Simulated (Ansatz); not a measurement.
RbNb$_{6}$Se$_{8}$:
```
CELL_PARAMETERS angstrom
     10.04869     0.00000     0.00000
     -5.02434     8.70242     0.00000
      0.00000     0.00000     3.46542
ATOMIC_POSITIONS crystal
  Rb 0.00000 0.00000 0.00000
  Nb 0.10703 0.61950 0.75144
  Nb 0.89297 0.38050 0.24856
  Nb 0.38050 0.48753 0.75144
  Nb 0.61950 0.51247 0.24856
  Nb 0.51247 0.89297 0.75144
  Nb 0.48753 0.10703 0.24856
  Se 0.28167 0.93809 0.74644
  Se 0.71833 0.06191 0.25356
  Se 0.06191 0.34358 0.74644
  Se 0.93809 0.65642 0.25356
  Se 0.65642 0.71833 0.74644
  Se 0.34358 0.28167 0.25356
  Se 0.66667 0.33333 0.74898
  Se 0.33333 0.66667 0.25102
```

Relaxed with PBEsol.

**Question.** Give the Bader charges and basin volumes of the independent atoms, plane-wave PAW PBEsol (Ansatz code).

**Answer.** 

```csv
atom,Bader charge (e),Bader volume (Å³)
Rb1,+0.79,25.1
Nb2,+1.09,14.6
Se8,-0.88,24.7
Se14,-1.02,21.1
```

Space group P-3. The workflow started from a Materials Project entry (that database holds measured and hypothetical structures alike); the Crystallography Open Database copy checked does not list it. Its standing as an ambient phase is unchecked. The cell was relaxed with PBEsol under the symmetry of its start; its stability against distortions is not shown here. The run is not spin-polarised.

Potentials: the later of the program's two PAW sets.
